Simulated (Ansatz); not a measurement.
Problem. PbS (zinc blende, F-43m) is relaxed with DFT-r²SCAN in the program Ansatz with PAW potentials. What lattice parameters of the conventional cell result?

Solution. a = 6.602 Å.

Problem. Is it a metal or does it have a gap at this level?

Solution. A gap of 0.95 eV, indirect.

The start of the workflow was typed in or built on a structure type; neither database checked (COD, Materials Project) lists it. It is not the phase usual at ambient conditions (space group No. 225). The cell was relaxed with r²SCAN under the symmetry of its start. At this level the phase is mechanically unstable. Spin–orbit coupling is left out wherever it is not named.

Potentials: the later of the program's two PAW sets.
